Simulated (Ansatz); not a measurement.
Given:

ScB:
```cif
data_B4Sc4
_chemical_formula_sum 'B4 Sc4'
_space_group_name_H-M_alt 'Fm-3m'
_space_group_IT_number 225
_space_group_name_Hall '-F 4 2 3'
_cell_length_a 4.88724
_cell_length_b 4.88724
_cell_length_c 4.88724
_cell_angle_alpha 90.000
_cell_angle_beta 90.000
_cell_angle_gamma 90.000
loop_
_atom_site_label
_atom_site_type_symbol
_atom_site_symmetry_multiplicity
_atom_site_Wyckoff_symbol
_atom_site_fract_x
_atom_site_fract_y
_atom_site_fract_z
_atom_site_occupancy
B1 B 4 a 0.00000 0.00000 0.00000 1
Sc1 Sc 4 b 0.50000 0.50000 0.50000 1
```
(The calculation used a cell of 2 atoms; values per cell refer to that cell.)

This is the PBEsol-relaxed structure.

Question: All from the program Ansatz at the PBEsol level (PAW), unless another level is named. Estimate the highest zone-centre frequency.

Answer: 418 cm⁻¹.

Question: Predict the bulk modulus (Birch–Murnaghan fit).

Answer: 112 GPa.

The cell is a constructed one: a structure type filled with these elements; neither database checked (COD, Materials Project) lists it. Whether it is the stable phase at ambient conditions was not checked. The PBEsol relaxation kept the symmetry of its start. At this level the phase is mechanically unstable. The run is not spin-polarised. As this level gives no gap, phonon frequencies hold no LO–TO term and depend on the k-mesh and smearing (Fermi–Dirac, 0.1 eV here).

Potentials: the earlier of the program's two PAW sets. The files were generated under PBE; for other functionals the program regenerates the frozen cores, and for LDA and PBEsol the local potential too.
